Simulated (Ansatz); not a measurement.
Relaxed-ion elastic tensor of Sc (fcc (Cu type), space group No. 225) in GPa (Voigt order), the program Ansatz at the PBEsol level (PAW); density 3.17 g/cm³, 23.58 Å³ per atom.

|  | 1 | 2 | 3 | 4 | 5 | 6 |
|---|---|---|---|---|---|---|
| 1 | 72.7 | 44.8 | 44.8 | 0.0 | 0.0 | 0.0 |
| 2 | 44.8 | 72.7 | 44.8 | 0.0 | 0.0 | 0.0 |
| 3 | 44.8 | 44.8 | 72.7 | 0.0 | 0.0 | 0.0 |
| 4 | 0.0 | 0.0 | 0.0 | 35.9 | 0.0 | 0.0 |
| 5 | 0.0 | 0.0 | 0.0 | 0.0 | 35.9 | 0.0 |
| 6 | 0.0 | 0.0 | 0.0 | 0.0 | 0.0 | 35.9 |

Is the crystal mechanically stable?

Yes: the smallest eigenvalue of C is 27.9 GPa.

Work out the Voigt, Reuss and Hill averages.

K_V = 54.1, K_R = 54.1, K_H = 54.1; G_V = 27.1, G_R = 22.0, G_H = 24.6 GPa.

Give Young's modulus, Poisson's ratio, Pugh's ratio and the universal anisotropy index.

E = 9KG/(3K + G) = 64.0 GPa; ν = 0.30; K/G = 2.20 (ductile by the Pugh limit of 1.75); A_U = 5G_V/G_R + K_V/K_R − 6 = 1.15.

Estimate the sound speeds and the Debye temperature.

v_l = √((K + 4G/3)/ρ) = 5240 m/s, v_t = √(G/ρ) = 2790 m/s, mean 3110 m/s; Θ = (h/k)(3n/4πV)^(1/3) v_m = 323 K.

Give the Zener ratio and Young's modulus along [100], [110] and [111].

A = 2C44/(C11 − C12) = 2.57; 1/E = S11 − 2(S11 − S12 − S44/2)Γ with Γ = 0, 1/4, 1/3 gives 38.6, 66.7, 88.1 GPa.

Space group Fm-3m (fcc (Cu type)). The workflow started from an entry of the Crystallography Open Database (COD), which files this formula under 2 space groups. It is not the phase usual at ambient conditions (space group No. 194). The cell was relaxed with PBEsol under the symmetry of its start; whether a distortion lowers the energy is not shown. The run is not spin-polarised. As this level gives no gap, shear constants depend on the k-mesh and smearing (Fermi–Dirac, 0.1 eV here).

Potentials: the later of the program's two PAW sets.
